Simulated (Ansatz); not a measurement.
Space group P-3m1 (No. 164). a = 4.018 Å, b = 4.018 Å, c = 4.856 Å, α = 90.00°, β = 90.00°, γ = 120.00°
```csv
atom,site,symmetry,x,y,z
Ga,1a,-3m.,0.0000,0.0000,0.0000
Ga,2d,3m.,0.3333,0.6667,0.6406
Ni,2d,3m.,0.3333,0.6667,0.1420
```

Equation of state of this Ga3Ni2 structure (not necessarily the ground state), with shape and atoms relaxed at each volume where symmetry leaves them free. It has no gap at any of these volumes. Computed with Ansatz, DFT r2SCAN, scalar-relativistic, plane waves, PAW.

Plane waves to 500 eV, a k mesh through Γ of 12×12×8 on the computed 5-atom cell and Gaussian smearing (0.10 eV); no spin polarisation.

```csv
V (Å³/atom),E − E(largest V) (meV/atom),P (GPa)
12.765,5.12,10.31
13.173,-13.74,4.70
13.580,-19.53,0.00
13.988,-14.36,-3.94
14.395,0.00,-7.24
```

Task: Fit a third-order Birch–Murnaghan equation to E(V).

Result: V0 = 13.58 Å³/atom, B0 = 143 GPa, B0' = 4.9.

Cost: 5 runs of about 18 core-minutes in all, on Arm Neoverse V2 (shared hosts).